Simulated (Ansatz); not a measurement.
## YHg: sound and stiffness along [100], [110] and [111]

All numbers below come from DFT LDA, scalar-relativistic, plane waves, PAW (Ansatz). Plane waves to 420 eV; Γ-centred k mesh 12×12×12; Fermi-Dirac smearing of 0.15 eV. No spin polarisation.

The cell, relaxed at this level:
```yaml
crystal:
  lattice:
    - [3.62387, 0.00000, 0.00000]
    - [0.00000, 3.62387, 0.00000]
    - [0.00000, 0.00000, 3.62387]
  atoms:
    - { symbol: Y, position: [0.50000, 0.50000, 0.50000] }
    - { symbol: Hg, position: [0.00000, 0.00000, 0.00000] }
```

In a metal, frequencies and elastic constants depend on the k mesh and the smearing, soft modes and shear constants most. Spin–orbit coupling is left out, which can shift energies with elements as heavy as these.

With ions relaxed, on the cubic axes: C11 = 105.5, C12 = 68.9, C44 = 40.5 GPa. The density is 10.101 g/cm³.

Problem. Is the crystal stable against strain, and how anisotropic is it?

Solution. Born's conditions hold: C11 + 2C12 = 243.3, C11 − C12 = 36.5 and C44 = 40.5 GPa are all positive. B = (C11 + 2C12)/3 = 81.1 GPa. The two shear moduli are C44 and C′ = (C11 − C12)/2 = 18.3 GPa, so Zener's ratio is A = C44/C′ = 2.21: the tetragonal shear C′ is the soft one, as in many fcc and bcc metals and zincblende crystals. The Cauchy pressure C12 − C44 is 28.5 GPa; it would vanish for pair forces between atoms on inversion centres at zero pressure, and a positive value is usual with metallic or many-body binding.

Problem. Give the sound speeds along the three symmetry directions.

Solution. The Christoffel equation gives ρv² for each branch:
```
direction branch                    ρv²    GPa v (m/s)
    [100]              L                    C11  105.5     3231
    [100]         T (×2) C44   40.5     2001
    [110]              L   (C11 + C12 + 2C44)/2  127.7     3555
    [110]   T, u ∥ [001]                    C44   40.5     2001
    [110]  T, u ∥ [1-10]          (C11 − C12)/2   18.3     1345
    [111]              L  (C11 + 2C12 + 4C44)/3  135.0     3656
    [111]         T (×2) (C11 − C12 + C44)/3   25.7     1594
```

Problem. How does Young's modulus depend on direction?

Solution. Inverting gives S11 = 19.620, S12 = -7.755, S44 = 24.722 TPa⁻¹. Along a unit vector (l, m, n), 1/E = S11 − 2(S11 − S12 − S44/2)(l²m² + m²n² + n²l²), where the last bracket is 0, 1/4 and 1/3 for [100], [110] and [111]: E = 51, 83 and 104 GPa. With A > 1 the body diagonal is stiffest. For a film on (001), the biaxial modulus is C11 + C12 − 2C12²/C11 = 84 GPa and the normal strain is −2C12/C11 = -1.31 times the in-plane one.